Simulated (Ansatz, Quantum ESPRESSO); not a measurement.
This is a calculation of GeCN2 for Quantum ESPRESSO 7.5. Atoms were shifted at random by some hundredths of an Å from the given cell, which wasn't relaxed again for these runs. The cell comes from a database or a generator and needn't be the stable form of this composition.

pw.in

```
&CONTROL
  calculation = 'scf'
  prefix = 'pwscf'
  outdir = './tmp'
  pseudo_dir = './pseudo'
  tprnfor = .true.
  tstress = .true.
  disk_io = 'nowf'
/
&SYSTEM
  ibrav = 0
  nat = 4
  ntyp = 3
  ecutwfc = 45
  ecutrho = 360
  nbnd = 21
  occupations = 'smearing'
  smearing = 'fd'
  degauss = 0.00367493
/
&ELECTRONS
  conv_thr = 8d-10
  electron_maxstep = 120
  mixing_beta = 0.5
/
ATOMIC_SPECIES
Ge    72.6300 ge_pbesol_v1.4.uspp.F.UPF
N     14.0070 n_pbesol_v1.2.uspp.F.UPF
C     12.0110 c_pbesol_v1.2.uspp.F.UPF
CELL_PARAMETERS angstrom
   1.7937903697    1.0356453528    4.9219572124
  -1.7937903697    1.0356453528    4.9219572124
   0.0000000000   -2.0712907056    4.9219572124
ATOMIC_POSITIONS crystal
Ge     0.0099640000    0.0037490000   -0.0097960000
N      0.5732340000    0.5878920000    0.5858550000
N      0.4122480000    0.4053760000    0.4424510000
C      0.4942430000    0.5149520000    0.4881590000
K_POINTS automatic
9 9 9 0 0 0
```

Potentials or basis: GBRV 1.5 PBEsol.

Launch:

```bash
$ OMP_NUM_THREADS=1 mpirun -n 2 pw.x -nk 2 -in pw.in > pw.out
```

Question: Translate it to Ansatz 0.2.0. Potentials or basis there: all-electron LAPW, scalar-relativistic.

Answer: As run (cutoffs and basis follow the program's own potentials, and thresholds, step limits or extra output files can differ):

Contents of input.yaml:

```yaml
crystal:
  lattice:
    - [1.7937903697, 1.0356453528, 4.9219572124]
    - [-1.7937903697, 1.0356453528, 4.9219572124]
    - [0.0, -2.0712907056, 4.9219572124]
  atoms:
    - { symbol: Ge, position: [0.009964, 0.003749, -0.009796] }
    - { symbol: "N", position: [0.573234, 0.587892, 0.585855] }
    - { symbol: "N", position: [0.412248, 0.405376, 0.442451] }
    - { symbol: C, position: [0.494243, 0.514952, 0.488159] }
kpoints:
  mp_grid: { grid: [9, 9, 9] }
scf:
  occupations: { method: fermi_dirac, width: 0.05 }
hamiltonian:
  xc: pbesol
  pseudopotentials: { kind: all_electron, lapw: { basis_error: 0.001 } }
output:
  forces: true
  stress: true
  eigenvalues: true
  populations: true
```

Potentials or basis: all-electron LAPW, scalar-relativistic.

The run is started by

```sh
$ ansatz run input.yaml --threads 2 --pin off --max-ram 8192MiB --backend cpu --events-out ev --progress --plain --runs-dir out
```

Both were run:

|  | Quantum ESPRESSO | Ansatz |
| --- | --- | --- |
| Pressure | 4.4 GPa | 4.1 GPa |
| Largest force | 5.960 eV/Å | 5.652 eV/Å |

Where Ansatz's input types no cutoff or centring, it takes its own default and a Γ-centred mesh.

Pressure is positive in compression.
